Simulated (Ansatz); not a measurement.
Simulated powder pattern, Cu Kα, λ = 1.54184 Å (kinematic, ideal powder, no thermal factors, no anomalous dispersion; the 30 strongest lines at most, above 1 %, up to 2θ = 90°):

```
2θ (°)  d (Å)  I/Imax (%)
------  -----  ----------
38.49   2.339         100
65.13   1.432          45
78.28   1.221          27
```

The pattern belongs to a structure relaxed with the program Ansatz at the PBE level (PAW).

Which compound is it?
A. BAs, CsCl type
B. B, diamond
C. Re2B, P4/nmm (Re on 2a, Re on 2c, B on 2c)
D. In, diamond

B, B, diamond

Give the lattice parameters.

a = 4.051 Å.

Space group Fd-3m (diamond). The start of the workflow was typed in or built on a structure type; neither database checked (COD, Materials Project) lists it. It is not the phase usual at ambient conditions (space group No. 166). The cell was relaxed with PBE under the symmetry of its start; its stability against distortions is not shown here.

Potentials: the earlier of the program's two PAW sets.
